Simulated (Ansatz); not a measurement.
This is a one-shot G0W0 calculation with the PAW code Ansatz on ZnSe (F-43m) from a database of computed structures; the level of theory is G0W0@PBE with 135 empty bands, a screening cutoff of 120 eV and a 6×6×6 mesh. The geometry is the r2SCAN minimum.

```yaml
crystal:
  lattice:
    - [0.0, 2.8324253885, 2.8324253885]
    - [2.8324253885, 0.0, 2.8324253885]
    - [2.8324253885, 2.8324253885, 0.0]
  atoms:
    - { symbol: Zn, position: [0.0, 0.0, 0.0] }
    - { symbol: Se, position: [0.75, 0.75, 0.75] }
kpoints:
  mp_grid: { grid: [6, 6, 6] }
hamiltonian:
  xc: pbe
scf:
  occupations: { method: fixed }
gw:
  n_empty_bands: 135
  ecut_chi: 120
  qp_bands: [v2, c2]
  qp_kpoints: band_edges
  screening: { model: contour_deformation }
```

The output follows, shortened, with numbered blanks.
```
Functional definition: PBE
Crystal: 2 atoms, lattice volume = 45.447 Å³
Basis set: ecut = 420 eV, 893 PW (Γ)
Bands: 18, of which v1, the nominal top of the filled ones, is band 14 counted from 1 (13 counted from 0)
Symmetry: 24 space group operations
Space group: F-43m (ITA 216)
k-points: 16 of 216 (time reversal used)
preconditioner: auto → none  [insulator: Δε(μ)=1.287 eV  ℏωp=23.4 eV]
SCF 1 converged in 6 iterations: F = -8789.520204 eV  dr2 = 4.41e-9
Free energy (F): -8789.520204 eV
Fermi energy:    6.801833 eV
--- Band table (eV; the first three rows and the last of 16) ---
  k-point 0: bands = […, 0.2547, 0.6270, 0.6270, 6.8018, 6.8018, 6.8018, 8.0943, 12.6096, 12.6096, 12.6096]
  k-point 1: bands = […, 0.2814, 0.6252, 0.6252, 4.8954, 6.5486, 6.5486, 9.3561, 12.6779, 13.0126, 13.0126]
  k-point 2: bands = […, 0.4251, 0.6335, 0.6335, 2.7405, 6.1199, 6.1199, 9.4850, 13.2846, 13.2846, 14.3747]
  k-point 15: bands = […, 0.5454, 0.6412, 0.8984, 2.0911, 4.1721, 4.2429, 11.2704, 11.6133, 15.0743, 15.4110]
--- G₀W₀: contour deformation, 7 samples at zero and on the imaginary axis and 3 off it, 216 q-points, 135 empty bands' worth ---
    ik  band        ε_KS         Σx   Σc(E_QP)       V_xc       Z   E_QP_lin       E_QP  E_QP is
     0    13      6.8018   -21.8115     2.1511   -18.8871  0.7643     6.0104     6.0285  root
     0    14      6.8018   -21.8115     2.1511   -18.8871  0.7643     6.0104     6.0285  root
     0    15      8.0943    -9.7773    -3.7092   -13.8027  0.7925  [1]
     0    16     12.6096    -6.9832    -4.4062   -11.6599  0.7739    12.8818    12.8801  root
     1    13      6.5486   -21.3557     2.1880   -18.3793  0.7628  [2]
     1    14      6.5486   -21.3557     2.1880   -18.3793  0.7628     5.7407     5.7602  root
     1    15      9.3561    -9.9808    -3.7793   -14.0661  0.7852     9.6640     9.6621  root
     1    16     12.6779    -7.6924    -4.3762   -12.3081  0.7712    12.9189    12.9174  root
     2    13      6.1199   -20.6662     2.2702   -17.5833  0.7599     5.2855     5.3073  root
     2    14      6.1199   -20.6662     2.2702   -17.5833  0.7599     5.2855     5.3073  root
     2    15      9.4850    -8.8742    -3.9467   -13.1381  0.7879  [3]
     2    16     13.2846    -7.1954    -4.4940   -11.9399  0.7653    13.5367    13.5351  root
     3    13      5.9317   -20.3545     2.3027   -17.2304  0.7585     5.0875     5.1103  root
     3    14      5.9317   -20.3545     2.3027   -17.2304  0.7585     5.0875     5.1103  root
     3    15      9.3476    -8.9315    -3.8939   -13.1309  0.7890     9.6549     9.6530  root
     3    16     13.1897    -7.1819    -4.4015   -11.8077  0.7677  [4]
     4    13      6.1116   -20.7025     2.2719   -17.6163  0.7598  [5]
     4    14      6.1116   -20.7025     2.2719   -17.6163  0.7598  [6]
     4    15     10.0863   -10.8578    -3.8416   -15.0274  0.7780    10.4167    10.4143  root
     4    16     11.4785    -6.6879    -4.1482   -11.0255  0.7846    11.6689    11.6680  root
     6    13      4.9028   -19.6847     2.5406   -16.2911  0.7488     4.0216     4.0499  root
     6    14      5.5475   -19.8280     2.3837   -16.6037  0.7551     4.6818     4.7069  root
     6    15     10.4496    -9.2298    -4.0277   -13.5702  0.7814    10.7645    10.7622  root
     6    16     12.5698    -7.2400    -4.3089   -11.7300  0.7711    12.7518    12.7509  root
     8    13      5.3507   -19.7095     2.4128   -16.4518  0.7535  [7]
     8    14      6.4180   -21.1220     2.2075   -18.1191  0.7620     5.6025     5.6226  root
     8    15     10.3889    -9.7756    -4.1661   -14.3377  0.7772    10.7886    10.7848  root
     8    16     12.5791    -7.8777    -4.2428   -12.3123  0.7737    12.7717    12.7708  root
     9    13      5.0586   -19.1986     2.5013   -15.8371  0.7498     4.1700     4.1985  root
     9    14      5.0586   -19.1986     2.5013   -15.8371  0.7498     4.1700     4.1985  root
     9    15     10.2236    -7.0227    -3.7880   -10.9046  0.7927    10.3176    10.3173  root
     9    16     10.7206    -8.9399    -4.0076   -13.1987  0.7805    10.9732    10.9718  root
    12    13      4.6111   -18.3406     2.5555   -14.9187  0.7450     3.7146     3.7447  root
    12    14      4.6111   -18.3406     2.5555   -14.9187  0.7450     3.7146     3.7447  root
    12    15      9.7855    -7.0856    -3.5807   -10.6549  0.7960  [8]
    12    16     10.2660    -8.9923    -3.8297   -13.0546  0.7855    10.4998    10.4987  root
```

The points are ik 0 = (0, 0, 0) (Γ), ik 1 = (0, 0, 1/6), ik 2 = (0, 0, 1/3), ik 3 = (0, 0, -1/2), ik 4 = (0, 1/6, 1/6), ik 6 = (0, 1/6, -1/2), ik 8 = (0, 1/6, -1/6), ik 9 = (0, 1/3, 1/3), ik 12 = (0, -1/2, -1/2); band 14 is the last filled one.

Q: Give the withheld lines. They hold quasiparticle rows.

A:
```
[1]
     0    15      8.0943    -9.7773    -3.7092   -13.8027  0.7925     8.4125     8.4105  root
[2]
     1    13      6.5486   -21.3557     2.1880   -18.3793  0.7628     5.7407     5.7602  root
[3]
     2    15      9.4850    -8.8742    -3.9467   -13.1381  0.7879     9.8044     9.8023  root
[4]
     3    16     13.1897    -7.1819    -4.4015   -11.8077  0.7677    13.4153    13.4139  root
[5]
     4    13      6.1116   -20.7025     2.2719   -17.6163  0.7598     5.2752     5.2973  root
[6]
     4    14      6.1116   -20.7025     2.2719   -17.6163  0.7598     5.2752     5.2973  root
[7]
     8    13      5.3507   -19.7095     2.4128   -16.4518  0.7535     4.4793     4.5057  root
[8]
    12    15      9.7855    -7.0856    -3.5807   -10.6549  0.7960     9.7741     9.7741  root
```
Only the leading digits can be foreseen; the rest is this run's record.

G0W0 moves the gap on the mesh from 1.29 eV (PBE) to 2.38 eV (direct at Γ). Renormalisation factors Z lie between 0.75 and 0.80. The G0W0 figures hold for the stated bands, cutoff and mesh and aren't extrapolated.

Q: What wall time did it need on 1 × NVIDIA H100 80GB HBM3 with 4 threads of AMD EPYC 7R13 Processor (Zen 3), on a shared host, load about 3.0 per core, and what peak of host memory did it reach?

A: About 39 s, with a peak of 1.5 GiB.

(Simulation; spin polarisation is off.)

Spin-orbit coupling is left out.

With a shallow d shell on the cation, G0W0 converges slowly in bands and cutoff, so these values are in doubt.
